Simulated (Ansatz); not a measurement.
A geometry of TiC away from equilibrium: step 2 of the relaxation of a relaxed TiC cell displaced along its unstable phonon at q = (0, ½, 0) of its primitive reciprocal cell (202i cm⁻¹), largest move 0.15 Å. All values below come from r2SCAN (plane waves to 500 eV, PAW, scalar-relativistic; Ansatz, a quantum-chemistry and plane-wave program). Γ-centred k-mesh 6×6×12 on the run's cell (coarser than for final values), Fermi–Dirac smearing 0.05 eV.

```xyz
8
Lattice="5.4466 0.0000 0.0000 0.0000 5.7121 0.0000 0.0000 0.0000 2.8078" Properties=species:S:1:pos:R:3:forces:R:3 pbc="T T T" free_energy=-11025.308 pressure_GPa=-0.3
Ti     1.3616     0.0000     0.6890    0.0000    0.0000    0.0802
Ti     1.3616     2.8560     0.6890    0.0000    0.0000    0.0802
Ti     4.0849     0.0000     2.1188    0.0000    0.0000   -0.0802
Ti     4.0849     2.8560     2.1188    0.0000    0.0000   -0.0802
C      2.6168     1.4280     1.5642   -0.3205    0.0000    0.3573
C      2.8298     4.2841     1.2436    0.3205    0.0000   -0.3573
C     -0.1065     1.4280     1.2436   -0.3205    0.0000   -0.3573
C      0.1065     4.2841     1.5642    0.3205    0.0000    0.3573
```

Positions in Å, forces in eV/Å, free energy of the cell in eV (comparable only within this code, potentials and settings). Largest force: 0.48 eV/Å, on C5, C6, C7, C8 (atoms numbered as listed); the geometry lies 0.39 eV/atom above the end of its relaxation.

No spin polarisation in the result.

The run could not lose the symmetry of its start: the end is stationary, and may be a saddle point rather than a minimum.

The end of the path is a generated cell of TiC: the first start was made by placing the elements on the sites of a structure type, and the end was not matched to a known phase here, so it may be hypothetical. Known forms of TiC include space group No. 225.
